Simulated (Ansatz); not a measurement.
Ga$_{2}$O$_{3}$:
```cif
data_Ga2O3
_chemical_formula_sum 'Ga2 O3'
_space_group_name_H-M_alt 'P 1'
_space_group_IT_number 1
_cell_length_a 7.08334
_cell_length_b 7.08334
_cell_length_c 7.08334
_cell_angle_alpha 24.139
_cell_angle_beta 24.139
_cell_angle_gamma 24.139
loop_
_space_group_symop_operation_xyz
  'x, y, z'
loop_
_atom_site_label
_atom_site_type_symbol
_atom_site_fract_x
_atom_site_fract_y
_atom_site_fract_z
_atom_site_occupancy
Ga1 Ga 0.40029 0.40029 0.40029 1
Ga2 Ga 0.59971 0.59971 0.59971 1
O1 O 0.00000 0.00000 0.00000 1
O2 O 0.23134 0.23134 0.23134 1
O3 O 0.76866 0.76866 0.76866 1
```

This is the LDA-relaxed structure.

Q: All from LDA in the plane-wave PAW code Ansatz, unless another level is named. Predict the Born charges (a third of the trace).

A: Ga +2.96, O -2.30 to -1.82 e.

Q: What about the electronic dielectric constant ε∞ (DFPT)?

A: 4.35 (xx = yy), 3.35 (zz).

Space group R-3m. A made-up cell: these elements were put on the sites of a structure type; neither database checked (COD, Materials Project) lists it. It is not the phase usual at ambient conditions (space group No. 12, 167). Symmetry was held in the LDA relaxation. At this level the phase is dynamically unstable (imaginary phonons). A crystal of weakly bound layers computed without a dispersion correction: the cell and the soft elastic constants depend strongly on that. Spin–orbit coupling is left out wherever it is not named.

Potentials: the later of the program's two PAW sets.
